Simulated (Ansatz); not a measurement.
# CrO2: pressure against volume

CrO2, P4_2/mnm, a = 4.392 Å, c = 2.888 Å. Ansatz: PBEsol, PAW, 420 eV, Γ-centred 8×8×12 mesh on 6 atoms, Gaussian smearing 0.10 eV; collinear spin, largest moment 1.7 μB. Shape and atoms are relaxed at each volume; pressure is positive in compression.

| V (Å³/atom) | P (GPa) |
| --- | --- |
| 8.728 | 18.37 |
| 9.007 | 8.39 |
| 9.285 | -0.01 |
| 9.564 | ? |
| 9.842 | -12.86 |

Question: Take V0 = 9.285 Å³/atom, count pressures from its P0 = -0.01 GPa, fit the third-order Birch–Murnaghan form to the other rows, and predict the missing pressure.

Answer: With the Eulerian strain f = ½[(V0/V)^(2/3) − 1] and y = (P − P0)/[3f(1 + 2f)^(5/2)], the form is the line y = B0 + 1.5 B0 (B0′ − 4) f. Rows (f, y): 0.02105, 262.5; 0.01024, 259.9; -0.01905, 247.8. Means f = 0.004080, y = 256.73; Σ(Δf)² = 0.0008609, ΣΔfΔy = 0.3240; the slope is their ratio. y = 255.2 + 376.3 f GPa, so B0 = 255.2 GPa and B0′ = 4 + 2 × (376.3)/(3 × 255.2) = 4.98. At V = 9.564, f = -0.00977, y = 251.52 and P = -7.03 GPa. The run gave -7.04 GPa, so the fit is 0.01 GPa too high, within the rms miss on the fitted rows (0.03 GPa).

Moments started parallel, and an antiferromagnetic order may lie lower.